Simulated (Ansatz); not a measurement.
Level of theory: Ansatz, DFT PBE, scalar-relativistic, plane waves, PAW. All cells share a 420 eV cutoff and Γ-centred k meshes spaced about 0.3 Å⁻¹ or finer (0.25 for metals, 2π included). No spin polarisation.

Temperature and zero-point effects are left out.

Compare these two cells of Ti6Ge, each relaxed at this level.

A.

```yaml
crystal:
  lattice:
    - [4.27790, 0.00000, 0.00000]
    - [0.00000, 4.27790, 0.00000]
    - [0.00000, 0.00000, 6.68883]
  atoms:
    - { symbol: Ti, position: [0.00000, 0.00000, 0.50000] }
    - { symbol: Ti, position: [0.00000, 0.00000, 0.00000] }
    - { symbol: Ti, position: [0.00000, 0.50000, 0.77185] }
    - { symbol: Ti, position: [0.50000, 0.00000, 0.77185] }
    - { symbol: Ti, position: [0.00000, 0.50000, 0.22815] }
    - { symbol: Ti, position: [0.50000, 0.00000, 0.22815] }
    - { symbol: Ge, position: [0.50000, 0.50000, 0.50000] }
```

B.

```yaml
crystal:
  lattice:
    - [-3.23976, 3.23976, 3.01877]
    - [3.23976, -3.23976, 3.01877]
    - [3.23976, 3.23976, -3.01877]
  atoms:
    - { symbol: Ti, position: [0.50000, 0.50000, 0.50000] }
    - { symbol: Ti, position: [0.00000, 0.00000, 0.50000] }
    - { symbol: Ti, position: [0.50000, 0.00000, 0.00000] }
    - { symbol: Ti, position: [0.00000, 0.50000, 0.00000] }
    - { symbol: Ti, position: [0.50000, 0.00000, 0.50000] }
    - { symbol: Ti, position: [0.00000, 0.50000, 0.50000] }
    - { symbol: Ge, position: [0.00000, 0.00000, 0.00000] }
```

Question: Which form is favoured at zero pressure, and by what margin per atom?

Answer: A is lower, by 23 meV/atom. A has space group P4/mmm (No. 123), 17.5 Å³/atom and no gap on its mesh; B has space group I4/mmm (No. 139), 18.1 Å³/atom and no gap. Counting Ti atoms around Ge (those within 1.25 times the shortest such distance or 1.15 times the sum of covalent radii; a plus sign parts nearer from farther groups), A has Ge 12 and B has Ge 8+4. The denser one is the lower, and pressure would at first widen the difference. Even the lower one lies +0.09 eV/atom against the reference forms of the elements (uncorrected), so neither is stable at this level. In A, around Ti on a site of symmetry 4/mmm lie 8 Ti at 2.81 Å, 4 Ge at 3.02 Å and 2 Ti at 3.34 Å; Ti on a second site of symmetry 4/mmm is surrounded by 8 Ti at 2.63 Å and 2 Ti at 3.34 Å; Ge has 8 Ti at 2.81 Å and 4 Ti at 3.02 Å; 1 more site not described. In B, Ti on a site of symmetry 2/m has 2 Ge at 2.74 Å, 4 Ti at 2.74 Å, 2 Ti at 3.02 Å and 4 Ti at 3.24 Å; around Ti on a site of symmetry mmm lie 8 Ti at 2.74 Å, 2 Ti at 3.02 Å and 2 Ge at 3.24 Å; around Ge lie 8 Ti at 2.74 Å and 4 Ti at 3.24 Å. Both come from trial cells of a structure search, whose lowest cell (C2, 16.9 Å³/atom) lies 290 meV/atom below the lower of the two.

For metals, differences of a few meV/atom aren't resolved. Trial moments fell under 0.15 μB along the way in P4/mmm and I4/mmm; another start might hold them. Cells relaxed within their symmetry can be saddle points. Some candidate types were left out of the draw beforehand, so a known form may be missing.
